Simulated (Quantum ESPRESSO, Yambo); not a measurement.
NaI (rock salt, space group Fm-3m, No. 225) under isotropic strain (on all lattice vectors), counted from the cell relaxed with PBEsol, atoms relaxed at each step. norm-conserving PBEsol (Quantum ESPRESSO, 88 Ry, scalar-relativistic); G0W0 in Yambo (4×4×4 Γ-centred k mesh, bands 2 to 146 and a 10 Ry block in the screening, 146 bands in G with the Bruneval-Gonze terminator, plasmon pole fitted at 27.2 eV).

```json
[
 {"strain s (%)": "-3", "PBEsol direct gap at Γ (eV)": "?", "G0W0 direct gap at Γ (eV)": "?"},
 {"strain s (%)": "-1.5", "PBEsol direct gap at Γ (eV)": "3.719", "G0W0 direct gap at Γ (eV)": "5.816"},
 {"strain s (%)": "-0.7", "PBEsol direct gap at Γ (eV)": "3.650", "G0W0 direct gap at Γ (eV)": "5.750"},
 {"strain s (%)": "0", "PBEsol direct gap at Γ (eV)": "3.593", "G0W0 direct gap at Γ (eV)": "5.705"},
 {"strain s (%)": "+1", "PBEsol direct gap at Γ (eV)": "3.516", "G0W0 direct gap at Γ (eV)": "5.635"},
 {"strain s (%)": "+2", "PBEsol direct gap at Γ (eV)": "3.443", "G0W0 direct gap at Γ (eV)": "5.572"}
]
```

Q: Fit a parabola in s to each column by least squares and predict the withheld row.

A: PBEsol: E = 3.593 − 0.0800 s + 0.0025 s² (largest residual 1 meV), giving 3.856 eV at s = -3; the run gave 3.860 eV, a miss of 4 meV. G0W0: E = 5.703 − 0.0706 s + 0.0027 s² (largest residual 4 meV), giving 5.939 eV at s = -3; the run gave 5.930 eV, a miss of 9 meV. The withheld row lies outside the fitted range, so this is an extrapolation. The GW settings are held fixed; their convergence isn't established. The screening block changes size along the series (229 vectors at -3 %, 259 vectors at -1.5 %, 283 vectors at -0.7 %, 283 vectors at +0 %, 283 vectors at +1 %, 283 vectors at +2 %), which puts steps into the G0W0 values. Spin-orbit coupling is left out, which matters for elements this heavy: edges can move by tenths of an eV.
